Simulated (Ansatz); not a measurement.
Starting cell, ZrC (rock salt):

```
CELL_PARAMETERS angstrom
      0.00000     2.35572     2.35572
      2.35572     0.00000     2.35572
      2.35572     2.35572     0.00000
ATOMIC_POSITIONS crystal
  Zr 0.00000 0.00000 0.00000
  C  0.50000 0.50000 0.50000
```

In each cell atom 1 (Zr, nearest neighbour C at 2.356 Å; its periodic images, 3.3 Å or more away, move with it) moves by s·(0.577, 0.577, 0.577) (along Cartesian [111]), the rest being held.

Method: r2SCAN (plane waves to 500 eV, PAW, scalar-relativistic; Ansatz, a first-principles code). k mesh 14×14×14 (Γ-centred), Fermi-Dirac smearing 0.05 eV. E stands for the smeared free energy. With partly filled bands, energies and forces of such displacements shift with the k mesh and the smearing. ZrC is run without spin polarisation. ZrC was relaxed with its symmetry unable to fall. ΔE is measured from the undisplaced structure. The last digit holds for this mesh only.

| s (Å) | ΔE (meV/cell) |
|---|---|
| -0.240 | 163.3 |
| -0.192 | 106.1 |
| -0.144 | 61.8 |
| -0.096 | withheld |
| -0.048 | 7.3 |
| 0.000 | 0.0 |
| 0.048 | 7.3 |
| 0.096 | withheld |
| 0.144 | 61.8 |
| 0.192 | 106.1 |
| 0.240 | 163.3 |

**Question.** Fit an even polynomial form (powers 2, 4, 6) to the given rows and predict ΔE at s = 0.096.

**Answer.** Least squares on the 9 given rows: ΔE = (3200)·s² + (-12970)·s⁴ + (115300)·s⁶, in meV/cell with s in Å; root-mean-square residual 0.01 meV/cell. At 0.096 the fit gives 28.5 meV/cell; the calculation gives 28.4 meV/cell, so the interpolation is off by 0.1 (+0.4 %). The quadratic term alone would give 29.5 meV/cell.

(For displaced atoms, the force is minus the slope of the energy, and its curvature is a force constant, which sets phonon frequencies.)
